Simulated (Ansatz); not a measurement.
# Calculated coordination and 17O quadrupole coupling for La2Ti2O7

Cell: a computed structure from the Materials Project (it need not be an observed phase), atoms as given.

Space group Fd-3m:1 (No. 227); a = 10.4870 Å.

```
site  Wyckoff  site symmetry       x       y       z
  La      16d           .-3m  0.3750  0.3750  0.6250
  Ti      16c           .-3m  0.3750  0.3750  0.1250
  O9       8b           -43m  0.2500  0.2500  0.7500
 O11      48f           2.mm  0.7500  0.5522  0.2500
```

One atom of each set is listed; the run and its k-mesh use a cell of 22 atoms with edges of 7.42, 7.42, 7.42 Å.

The numbers come from a DFT calculation in Ansatz (PBE, plane waves and PAW, scalar-relativistic, 420 eV cutoff, Γ-centred 4×4×4 k-points, Fermi–Dirac smearing 0.02 eV).

Q(17O) = -25.58 mb.

(1) Rank these O sites by |C_Q|, smallest first.
A. O9: 4 La at 2.27 Å
B. O11: 2 Ti at 2.01 Å, angle 135°; also 2 La at 2.62 Å

Answers

(1) A (0 MHz, η = –), B (0.648 MHz, η = 0.63).

O9 sits on a cubic site, where every gradient vanishes. At O11 V_zz stands upright on the plane of its two bonds (within 1°).
